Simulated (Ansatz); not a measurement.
NaTaO3:
```
CELL_PARAMETERS angstrom
      5.52497     0.00000     0.00000
      0.00000     7.78186     0.00000
      0.00000     0.00000     5.46553
ATOMIC_POSITIONS crystal
  Na 0.97760 0.75000 0.99632
  Na 0.02240 0.25000 0.00368
  Na 0.52240 0.25000 0.49632
  Na 0.47760 0.75000 0.50368
  Ta 0.00000 0.50000 0.50000
  Ta 0.50000 0.50000 0.00000
  Ta 0.50000 0.00000 0.00000
  Ta 0.00000 0.00000 0.50000
  O  0.78592 0.46631 0.21325
  O  0.21408 0.53369 0.78675
  O  0.71408 0.53369 0.71325
  O  0.28592 0.46631 0.28675
  O  0.28592 0.03369 0.28675
  O  0.71408 0.96631 0.71325
  O  0.21408 0.96631 0.78675
  O  0.78592 0.03369 0.21325
  O  0.51250 0.75000 0.06596
  O  0.48750 0.25000 0.93404
  O  0.98750 0.25000 0.56596
  O  0.01250 0.75000 0.43404
```

Relaxed with PBEsol.

Q: Which orbitals make up the states near the band edges in PBEsol (plane waves, PAW; program Ansatz)?

A: Top 1 eV of the valence band: O 2p 96 %. Bottom 1 eV of the conduction band: Ta 5d 88 %, O 2p 10 %. Projections are on Löwdin-orthogonalised atomic valence shells; empty p or d shells of many metals are not among them.

Q: Tabulate the density of states.

A: States/eV per cell of 20 atoms, in 0.25 eV bins, energy from the valence-band maximum.

| E (eV) | total | O 2p | Ta 5d | Na 3s |
|---|---|---|---|---|
| -5.45 | 0.00 | 0.00 | 0.00 | 0.00 |
| -5.20 | 13.32 | 8.96 | 3.29 | 0.01 |
| -4.95 | 9.09 | 6.24 | 2.12 | 0.01 |
| -4.70 | 7.92 | 5.48 | 1.85 | 0.04 |
| -4.45 | 12.28 | 8.36 | 3.22 | 0.12 |
| -4.20 | 14.20 | 9.71 | 3.77 | 0.16 |
| -3.95 | 11.49 | 8.00 | 2.95 | 0.13 |
| -3.70 | 8.89 | 6.42 | 1.98 | 0.11 |
| -3.45 | 14.40 | 10.51 | 3.11 | 0.16 |
| -3.20 | 11.96 | 8.94 | 2.44 | 0.11 |
| -2.95 | 14.32 | 10.96 | 2.71 | 0.09 |
| -2.70 | 15.70 | 12.26 | 2.80 | 0.07 |
| -2.45 | 16.02 | 13.00 | 2.38 | 0.04 |
| -2.20 | 10.89 | 9.07 | 1.32 | 0.05 |
| -1.95 | 10.06 | 8.54 | 0.99 | 0.12 |
| -1.70 | 10.79 | 9.44 | 0.75 | 0.19 |
| -1.45 | 11.77 | 10.58 | 0.63 | 0.17 |
| -1.20 | 14.97 | 13.75 | 0.68 | 0.11 |
| -0.95 | 19.42 | 18.18 | 0.69 | 0.10 |
| -0.70 | 25.77 | 24.67 | 0.55 | 0.07 |
| -0.45 | 15.16 | 14.76 | 0.14 | 0.05 |
| -0.20 | 17.02 | 16.72 | 0.07 | 0.04 |
| 0.05 | 2.55 | 2.52 | 0.01 | 0.00 |
| 0.30 | 0.00 | 0.00 | 0.00 | 0.00 |
| 0.55 | 0.00 | 0.00 | 0.00 | 0.00 |
| 0.80 | 0.00 | 0.00 | 0.00 | 0.00 |
| 1.05 | 0.00 | 0.00 | 0.00 | 0.00 |
| 1.30 | 0.00 | 0.00 | 0.00 | 0.00 |
| 1.55 | 0.00 | 0.00 | 0.00 | 0.00 |
| 1.80 | 0.00 | 0.00 | 0.00 | 0.00 |
| 2.05 | 0.00 | 0.00 | 0.00 | 0.00 |
| 2.30 | 0.00 | 0.00 | 0.00 | 0.00 |
| 2.55 | 0.00 | 0.00 | 0.00 | 0.00 |
| 2.80 | 0.90 | 0.03 | 0.86 | 0.00 |
| 3.05 | 2.97 | 0.20 | 2.74 | 0.00 |
| 3.30 | 3.20 | 0.35 | 2.81 | 0.01 |
| 3.55 | 3.86 | 0.55 | 3.23 | 0.02 |
| 3.80 | 4.71 | 0.80 | 3.78 | 0.03 |
| 4.05 | 5.35 | 1.04 | 4.13 | 0.05 |
| 4.30 | 5.28 | 1.13 | 3.94 | 0.07 |
| 4.55 | 7.41 | 1.76 | 5.34 | 0.10 |
| 4.80 | 9.59 | 2.43 | 6.72 | 0.16 |
| 5.05 | 9.51 | 2.46 | 6.53 | 0.18 |
| 5.30 | 10.73 | 2.84 | 7.24 | 0.20 |
| 5.55 | 11.86 | 3.19 | 7.76 | 0.32 |
| 5.80 | 8.42 | 2.18 | 5.06 | 0.49 |
| 6.05 | 6.96 | 1.86 | 4.17 | 0.35 |
| 6.30 | 5.28 | 1.35 | 2.88 | 0.46 |
| 6.55 | 1.70 | 0.37 | 0.65 | 0.36 |
| 6.80 | 1.09 | 0.14 | 0.14 | 0.45 |
| 7.05 | 1.18 | 0.12 | 0.08 | 0.55 |
| 7.30 | 1.43 | 0.14 | 0.11 | 0.65 |
| 7.55 | 1.78 | 0.18 | 0.20 | 0.75 |

Space group Pnma. The first step of the workflow began from a Materials Project structure, measured or hypothetical; the Crystallography Open Database files this formula in space group No. 62, but the cells were not matched. Whether it is the stable phase at ambient conditions was not checked. The cell was relaxed with PBEsol under the symmetry of its start; phonons on a q-mesh show no instability. No spin polarisation was allowed. Spin–orbit coupling is left out wherever it is not named.

Potentials: the later of the program's two PAW sets.
